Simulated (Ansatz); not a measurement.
SiGe:
```
CELL_PARAMETERS angstrom
      1.43775     0.83008     4.71792
     -1.43775     0.83008     4.71792
      0.00000    -1.66017     4.71792
ATOMIC_POSITIONS crystal
  Ge 0.00000 0.00000 0.00000
  Si 0.50000 0.50000 0.50000
```

Relaxed with r²SCAN.

Q: Map the valence electron density (e/Å³), cut off at 0.8 on the plane through (0.000, 0.000, 0.000) spanned by u = [1, 0, 0] and v = [0, 1, -1] in lattice vectors, from r²SCAN (plane waves, PAW; program Ansatz).

A: x is the fraction of u, y of v (the angle between them is 90°; rows are the nearest grid lines); atoms in the plane: Ge at (0.00, 0.00), Si at (0.50, 0.50).
```
y \ x   0.000  0.0800  0.200  0.280  0.360  0.440  0.560  0.640  0.720  0.800  0.920   1.00
------  -----  ------  -----  -----  -----  -----  -----  -----  -----  -----  -----  -----
1.00    0.800   0.800  0.381  0.197  0.182  0.218  0.218  0.182  0.197  0.381  0.800  0.800
0.938   0.800   0.800  0.369  0.199  0.192  0.233  0.233  0.192  0.199  0.369  0.800  0.800
0.875   0.800   0.800  0.339  0.206  0.219  0.276  0.276  0.219  0.206  0.339  0.800  0.800
0.750   0.800   0.619  0.259  0.233  0.314  0.363  0.363  0.314  0.233  0.259  0.619  0.800
0.688   0.495   0.399  0.226  0.249  0.353  0.326  0.326  0.353  0.249  0.226  0.399  0.495
0.625   0.331   0.283  0.203  0.263  0.364  0.255  0.255  0.364  0.263  0.203  0.283  0.331
0.562   0.251   0.223  0.189  0.273  0.358  0.200  0.200  0.358  0.273  0.189  0.223  0.251
0.438   0.251   0.223  0.189  0.273  0.358  0.200  0.200  0.358  0.273  0.189  0.223  0.251
0.375   0.331   0.283  0.203  0.263  0.364  0.255  0.255  0.364  0.263  0.203  0.283  0.331
0.312   0.495   0.399  0.226  0.249  0.353  0.326  0.326  0.353  0.249  0.226  0.399  0.495
0.250   0.800   0.619  0.259  0.233  0.314  0.363  0.363  0.314  0.233  0.259  0.619  0.800
0.125   0.800   0.800  0.339  0.206  0.219  0.276  0.276  0.219  0.206  0.339  0.800  0.800
0.0625  0.800   0.800  0.369  0.199  0.192  0.233  0.233  0.192  0.199  0.369  0.800  0.800
0.000   0.800   0.800  0.381  0.197  0.182  0.218  0.218  0.182  0.197  0.381  0.800  0.800
```

The density is the valence pseudo-density with augmentation charge, so density and ELF within about 1 Å of a nucleus are not all-electron values.

Space group R-3m. The start of the workflow was typed in or built on a structure type; neither database checked (COD, Materials Project) lists it. Its standing as an ambient phase is unchecked. The cell was relaxed with r²SCAN under the symmetry of its start; its stability against distortions is not shown here. Its formation energy is positive at this level, so the cell may be metastable or incomplete.

Potentials: the earlier of the program's two PAW sets.
